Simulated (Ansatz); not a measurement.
The relaxed structure here is a generated cell of Cu: the first start was made by placing the elements on the sites of a structure type, and the end was not matched to a known phase here, so it may be hypothetical. Known forms of Cu include space group No. 225.

A relaxed cell of Cu (Pm-3n (No. 223)), relaxed on a k-mesh at least as fine as the one used below. Method: r2SCAN (plane waves to 500 eV, PAW, scalar-relativistic; Ansatz, a first-principles code). Γ-centred k-mesh 7×7×7 on the run's cell (coarser than for final values), Fermi–Dirac smearing 0.05 eV.

```xyz
8
Lattice="4.5474 0.0000 0.0000 0.0000 4.5474 0.0000 0.0000 0.0000 4.5474" Properties=species:S:1:pos:R:3 pbc="T T T"
Cu     1.1369     0.0000     2.2737
Cu     3.4106     0.0000     2.2737
Cu     0.0000     2.2737     1.1369
Cu     0.0000     2.2737     3.4106
Cu     2.2737     1.1369     0.0000
Cu     2.2737     3.4106     0.0000
Cu     0.0000     0.0000     0.0000
Cu     2.2737     2.2737     2.2737
```

The atoms are displaced by (Å):

```
atom      ux      uy      uz
----  ------  ------  ------
Cu1    0.001  -0.060  -0.110
Cu2    0.185   0.028   0.057
Cu3    0.080  -0.010  -0.070
Cu4   -0.114   0.002   0.171
Cu5   -0.082  -0.031   0.137
Cu6    0.088  -0.050   0.018
Cu7   -0.060  -0.027  -0.124
Cu8    0.100  -0.034  -0.070
```

Q: What forces (eV/Å) and pressure result?

A: 
```tsv
atom	Fx	Fy	Fz
Cu1	2.54	-0.09	-0.03
Cu2	-3.07	-0.04	-0.73
Cu3	0.31	-0.05	3.67
Cu4	0.19	-0.21	-3.97
Cu5	0.09	-0.42	-0.74
Cu6	-0.47	0.35	-0.31
Cu7	0.77	0.26	1.21
Cu8	-0.36	0.20	0.90
```

Pressure +5.4 GPa.

Q: Estimate the energy cost of the displacement in the harmonic approximation and compare with the calculation.

A: For a harmonic well ΔE = −½ Σ F·u = 1.001 eV a cell, or 125 meV/atom. The calculated energy relative to the undisplaced cell is +0.12 eV/atom, so the harmonic estimate holds well.

No spin polarisation in the result.

The run that gave the undisplaced cell could not lose the symmetry of its start; a randomly shaken copy of 8 atoms returns to this structure.
